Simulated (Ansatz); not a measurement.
CaO:
```
CaO
1.0
    3.98124     0.00000     0.00000
   -1.99062     3.44786     0.00000
    0.00000     0.00000     4.76953
Ca O
2 2
Direct
  0.33333   0.66667   0.75000
  0.66667   0.33333   0.25000
  0.33333   0.66667   0.25000
  0.66667   0.33333   0.75000
```

x, y and z are the axes in which the lattice vectors are written.

Problem. Give the high-frequency dielectric tensor and the Born effective charge tensors of the independent atoms from DFPT, the program Ansatz at the r²SCAN level (PAW).

Solution. 
ε∞:
```
3.13  0.00  0.00
0.00  3.13  0.00
0.00  0.00  3.18
```
Z* of atom 1 (Ca), rows: field, columns: displacement, in e:
```
2.05  0.00  0.00
0.00  2.05  0.00
0.00  0.00  2.33
```
Z* of atom 3 (O), rows: field, columns: displacement, in e:
```
-2.05   0.00   0.00
 0.00  -2.05   0.00
 0.00   0.00  -2.33
```

Static charges for comparison (Bader): Ca1 +1.52, O3 -1.52 e. Born charges measure polarisation by displacement and can exceed these by far.

Space group P6_3/mmc. The first step of the workflow began from a Materials Project structure, measured or hypothetical; the Crystallography Open Database copy checked does not list it. It is not the phase usual at ambient conditions (space group No. 225). The cell was relaxed with r²SCAN under the symmetry of its start; of distortions, only those at the zone centre were tested.

Potentials: the later of the program's two PAW sets.
